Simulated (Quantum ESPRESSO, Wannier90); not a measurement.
# Al (fcc (Cu type)), plane waves to Wannier functions

```xyz
1
Lattice="0.0000 2.0195 2.0195 2.0195 0.0000 2.0195 2.0195 2.0195 0.0000" Properties=species:S:1:pos:R:3 pbc="T T T"
Al     0.0000     0.0000     0.0000
```

Cell from Materials Project (mp-134), symmetrised, no further relaxation. This is the element's usual structure. Computed values, not measurements, from PBEsol: Quantum ESPRESSO (norm-conserving PseudoDojo potentials, cutoff 32 Ry, no spin polarisation, no spin-orbit coupling) on a Γ-centred 10×10×10 mesh, then Wannier90. Density: 18×18×18 mesh, cold smearing 0.01 Ry.

A tight-binding model is made by disentanglement and projection with no localisation steps (num_iter = 0), so the 4 orbitals stay atom-like: hydrogen-like Al: s;p, axes along x, y, z; frozen window up to 1.50 eV relative to the Fermi level. It follows pw.x to 59 meV rms for states up to 1.0 eV relative to the Fermi level. Matrix elements depend on this choice of orbitals and windows.

Question: What are the on-site energies relative to the Fermi level, and how fast do the hoppings decay?

Answer: 
```json
[
 {"atom": "Al1", "orbitals": "s", "energy (eV)": "-1.99"},
 {"atom": "Al1", "orbitals": "pz px py", "energy (eV)": "3.94"}
]
```

```
distance of the centres (Å)  largest modulus (eV)
---------------------------  --------------------
2–3                                           1.4
4–5                                          0.22
5–6                                          0.29
6–7                                         0.037
7–8                                         0.017
8–9                                         0.051
9–10                                        0.012
10–11                                      0.0061
```
